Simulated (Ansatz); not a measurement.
With plane-wave PAW r²SCAN (Ansatz code), B₂CO in the tetragonal phase (P-4m2; B on 2g, C on 1a, O on 1c) relaxes to a = 2.648 Å, c = 3.661 Å. B has 4 nearest neighbours from 1.57 Å (tetrahedral); C has 4 nearest neighbours from 1.57 Å (tetrahedral); O has 4 nearest neighbours from 1.66 Å (tetrahedral). Against the elements it lies at -0.93 eV/atom, with no fitted shifts.

The Kohn–Sham gap is 2.19 eV (indirect). The valence maximum lies at Γ and the conduction minimum at M. HSE06 on the same cell gives 2.86 eV. The electron mass is 0.33, 0.33, 0.35 mₑ (principal values).

The bulk modulus is 299 GPa. The relaxed-ion elastic constants in GPa are C11 = 728, C12 = 46.7, C13 = 139, C33 = 588, C44 = 90.1, C66 = 262. The elastic constants imply a Debye temperature near 1320 K. Bader charges are B +2.11, C -2.65, O -1.56 e.

The start of the workflow was typed in or built on a structure type; neither database checked (COD, Materials Project) lists it. Its standing as an ambient phase is unchecked. Symmetry was held in the r²SCAN relaxation; whether a distortion lowers the energy is not shown. The references are the lowest solids computed at this level, not always the standard phases (solids in place of the gases).

Potentials: the earlier of the program's two PAW sets. The files were generated under PBE; for other functionals the program regenerates the frozen cores, and for LDA and PBEsol the local potential too.
